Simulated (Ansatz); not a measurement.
**Structures of Ba₂SrN₂: which is lowest?**

Plane-wave DFT in Ansatz with scalar-relativistic PAW potentials, cutoff 420 eV, Γ-centred meshes chosen by cell and gap, Gaussian smearing with energies taken to zero width. Every cell was relaxed (cell and atoms) in a run of its own, within the symmetry of its start. Functional: PBE.

Relaxed structures (starts from databases or built by putting these elements on another compound's sites):
A. I4/mmm, 5 atoms in the computed cell, a = 4.564 Å, c = 13.673 Å; sites (symmetry × multiplicity) Ba -4m2 × 4, Sr 4/mmm × 2, N 4mm × 4; start: built
B. I4/mmm, 5 atoms in the computed cell, a = 4.226 Å, c = 15.479 Å; sites (symmetry × multiplicity) Ba 4mm × 4, Sr 4/mmm × 2, N 4mm × 4; start: built

Rank them by energy. Could pressure change the order?

| structure | group | E − E(lowest) (meV/atom) | V (Å³/atom) | gap on mesh (eV) |
| --- | --- | --- | --- | --- |
| B | I4/mmm | 0.0 | 27.64 | 0.00 |
| A | I4/mmm | 538 | 28.48 | 0.00 |

B is lowest, 538 meV/atom under A. The lowest is also the densest of these, so pressure wouldn't bring one of the others in at first order. Other structures may lie lower than all of these, and vibrations aren't counted.

Spin-orbit coupling is left out, which matters for the bands of heavy elements.